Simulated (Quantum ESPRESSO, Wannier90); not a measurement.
## Tight-binding from DFT: AlRu (CsCl type)

```yaml
crystal:
  lattice:
    - [2.98250, 0.00000, 0.00000]
    - [0.00000, 2.98250, 0.00000]
    - [0.00000, 0.00000, 2.98250]
  atoms:
    - { symbol: Al, position: [0.00000, 0.00000, 0.00000] }
    - { symbol: Ru, position: [0.50000, 0.50000, 0.50000] }
```

Cell from Materials Project (mp-542569), symmetrised, no further relaxation. COD (Crystallography Open Database) has an entry of this formula and space group (matched by these alone). Computed values, not measurements, from LDA: Quantum ESPRESSO (norm-conserving PseudoDojo potentials, cutoff 71 Ry, no spin polarisation, no spin-orbit coupling) on a Γ-centred 10×10×10 mesh, then Wannier90. Density: 14×14×14 mesh, cold smearing 0.01 Ry.

The plane-wave run has 26 bands and 19 electrons a cell. On the energy scale of pw.x, whose zero is arbitrary, the Fermi level lies at 16.09 eV.

Isolated groups of bands, relative to the Fermi level (bands from 5 on overlap up to the last one computed):

| bands | from (eV) | to (eV) | filling | weight on atomic waves |
|---|---|---|---|---|
| 1 | -71.67 | -71.62 | filled | Ru 4s 93 %, Al 3p 6 % |
| 2–4 | -41.89 | -41.63 | filled | Ru 4p 99 % |

Input w.win, without the blocks of cell, atoms and k-points (1000 lines):

```
num_bands = 22
num_wann = 13
exclude_bands = 1-4
num_iter = 800
conv_tol = 1.0e-6
conv_window = 4
dis_num_iter = 1000
dis_conv_tol = 1.0e-6
dis_froz_max = 33.16
write_hr = true
write_u_matrices = true
begin projections
Al: s;p
Ru: s;p;d
end projections
mp_grid = 10 10 10
```

wannier90.x stops with:
```
dis_windows: More states in the frozen window than target WFs
```
At some k-point more bands lie below dis_froz_max than there are Wannier functions, and every frozen state has to fit into the subspace. Mended as below, all else unchanged, the run goes through (Ω_I = 13.7 Å²) and follows the plane-wave bands to 1.5 meV rms (states up to 1.0 eV relative to the Fermi level).
```
dis_froz_max = 17.59
```
